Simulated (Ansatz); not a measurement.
BaF2 (fluorite)

```
CELL_PARAMETERS angstrom
      0.00000     3.09737     3.09737
      3.09737     0.00000     3.09737
      3.09737     3.09737     0.00000
ATOMIC_POSITIONS crystal
  Ba 0.00000 0.00000 0.00000
  F  0.25000 0.25000 0.25000
  F  0.75000 0.75000 0.75000
```

The slice is a {111} plane (indices of the conventional cell) through the point (0.000, 0.000, 0.000) (fractional), spanned by u = [100] and v = [-1 2 0] in vectors of this cell: u (4.38 Å) and v (7.59 Å, at 90° to u). It covers one period; positions are fractions (u, v).

Level of theory: r2SCAN (plane waves to 500 eV, PAW, scalar-relativistic; Ansatz, an electronic-structure program). k mesh 9×9×9. Inside the PAW spheres the values are not all-electron values, and peaks at nuclei hang on which shells count as valence. BaF2 was relaxed with its symmetry unable to fall.

Sketch the electrostatic potential energy of an electron, from the cell's mean on this plane as a map.


```tsv
v \ u	0.00	0.14	0.29	0.43	0.57	0.71	0.86
0.92	x	x	0.6	6.2	6.3	0.7	x
0.83	<-2.0	0.6	5.1	x	x	5.1	0.7
0.75	5.9	6.2	6.2	6.0	6.0	6.2	6.2
0.67	x	6.3	3.1	-1.8	-1.8	3.1	6.4
0.58	6.7	4.5	<-2.0	x	x	<-2.0	4.4
0.50	6.3	3.0	x	x	x	x	3.0
0.42	6.7	4.4	<-2.0	x	x	<-2.0	4.5
0.33	x	6.4	3.1	-1.8	-1.8	3.1	6.3
0.25	5.9	6.2	6.2	6.0	6.0	6.2	6.2
0.17	<-2.0	0.7	5.1	x	x	5.1	0.6
0.08	x	x	0.7	6.3	6.2	0.6	x
0.00	x	x	<-2.0	5.5	5.5	<-2.0	x
```

Values: electrostatic potential energy of an electron, from the cell's mean, in eV. Points within 1 Å of a nucleus are blanked (x), as the pseudised field means little there. Values under -2 eV are set to -2. The zero, the cell's mean, hangs on the PAW cores.
